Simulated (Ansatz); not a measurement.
Relaxed NiSi₂ (fluorite type, space group Fm-3m):

```
NiSi2
1.0
    0.00000     2.69495     2.69495
    2.69495     0.00000     2.69495
    2.69495     2.69495     0.00000
Ni Si
1 2
Direct
  0.00000   0.00000   0.00000
  0.25000   0.25000   0.25000
  0.75000   0.75000   0.75000
```

Scan: atom 3 (Si, nearest neighbour Ni at 2.334 Å; its periodic images, 3.8 Å or more away, move with it) is displaced along Cartesian [111], direction (0.577, 0.577, 0.577) in Cartesian axes, by s. The other atoms stay.

Method: PBEsol (plane waves to 420 eV, PAW, scalar-relativistic; Ansatz, a quantum-chemistry and plane-wave program). k mesh 12×12×12 (Γ-centred), Fermi-Dirac smearing 0.05 eV. Compression counts positive. With partly filled bands, energies and forces of such displacements shift with the k mesh and the smearing. On this mesh the relaxed cell isn't quite at rest: it carries a pressure of -0.1 GPa (compression positive) at the zero of the scan. NiSi2 is run without spin polarisation. NiSi2 was relaxed with its symmetry unable to fall. 

```json
[
 {"s (Å)": "-0.470", "P (GPa)": "8.1"},
 {"s (Å)": "-0.376", "P (GPa)": "5.6"},
 {"s (Å)": "-0.282", "P (GPa)": "3.4"},
 {"s (Å)": "-0.188", "P (GPa)": "1.7"},
 {"s (Å)": "-0.094", "P (GPa)": "0.4"},
 {"s (Å)": "0.000", "P (GPa)": "-0.1"},
 {"s (Å)": "0.094", "P (GPa)": "0.4"},
 {"s (Å)": "0.188", "P (GPa)": "?"},
 {"s (Å)": "0.282", "P (GPa)": "?"},
 {"s (Å)": "0.376", "P (GPa)": "?"},
 {"s (Å)": "0.470", "P (GPa)": "?"}
]
```

Problem. Fill in the missing entries.

Solution. 
- 0.188, P (GPa): 2.1
- 0.282, P (GPa): 5.3
- 0.376, P (GPa): 10.1
- 0.470, P (GPa): 17.0

(A displaced cell: forces are minus the slopes of the energy, force constants its curvatures, and phonons follow from these.)
